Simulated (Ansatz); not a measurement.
All numbers below come from DFT PBE, scalar-relativistic, plane waves, PAW (Ansatz 0.2.0). Settings: cutoff 420 eV, Γ-centred meshes spaced at most about 0.3 Å⁻¹, and about 0.25 Å⁻¹ or finer for metals (2π included), Gaussian smearing. No spin polarisation in the final relaxations.

Each of these unrelaxed guesses is relaxed in cell and atoms within its symmetry. A guess keeps its type if space group and coordination stay and the shape of the cell changes little (axis ratios within about 15 %, angles within 6°); the volume may change.

1. ScGa3N2

```
CELL_PARAMETERS angstrom
3.30289 0.00000 0.00000
0.00000 3.30289 0.00000
0.00000 0.00000 10.45863
ATOMIC_POSITIONS crystal
Sc 0.00000 0.00000 0.00000
Ga 0.50000 0.50000 0.17872
Ga 0.50000 0.50000 0.50000
Ga 0.50000 0.50000 0.82128
N 0.00000 0.00000 0.33344
N 0.00000 0.00000 0.66656
```

2. SrInH3

```
CELL_PARAMETERS angstrom
4.37576 0.00000 0.00000
0.00000 4.37576 0.00000
0.00000 0.00000 4.37576
ATOMIC_POSITIONS crystal
Sr 0.50000 0.50000 0.50000
In 0.00000 0.00000 0.00000
H 0.50000 0.50000 0.00000
H 0.50000 0.00000 0.50000
H 0.00000 0.50000 0.50000
```

3. Zr2Zn2N3

```
CELL_PARAMETERS angstrom
-2.96994 3.00599 3.07843
2.96994 -3.00599 3.07843
2.96994 3.00599 -3.07843
ATOMIC_POSITIONS crystal
Zr 0.00000 0.26231 0.26231
Zr 0.00000 0.73769 0.73769
Zn 0.50000 0.50000 0.00000
Zn 0.50000 0.00000 0.50000
N 0.50000 0.28643 0.78643
N 0.50000 0.71357 0.21357
N 0.00000 0.00000 0.00000
```

Q: Which guesses survive the relaxation?

A: Guess 2 keeps its type.

| guess | kept | start group | end group | V start (Å³/atom) | V end | b/a and c/a, end over start | nearest neighbours start | nearest neighbours end |
| --- | --- | --- | --- | --- | --- | --- | --- | --- |
| 1 | no | P4/mmm | P4/mmm | 19.0 | 15.0 | 1.00, 1.10 | Ga 8/12, N 8, Sc 12 | Ga 4/6, N 5, Sc 2 |
| 2 | yes | Pm-3m | Pm-3m | 16.8 | 20.3 | 1.00, 1.00 | H 2, In 12, Sr 6 | H 2, In 12, Sr 6 |
| 3 | no | Immm | I4/mmm | 15.7 | 13.2 | - | N 1/2, Zn 2, Zr 1 | N 6, Zn 4, Zr 5 |

Neighbours count within 15 % of an atom's shortest distance; end groups are read at 0.02 Å (0.05 Å in metals).

A magnetic state wasn't ruled out in cells without spin, among them ScGa3N2 P4/mmm. Cells relaxed within their symmetry can be saddle points.

In counts of neighbours, a slash parts the counts of unlike sites.
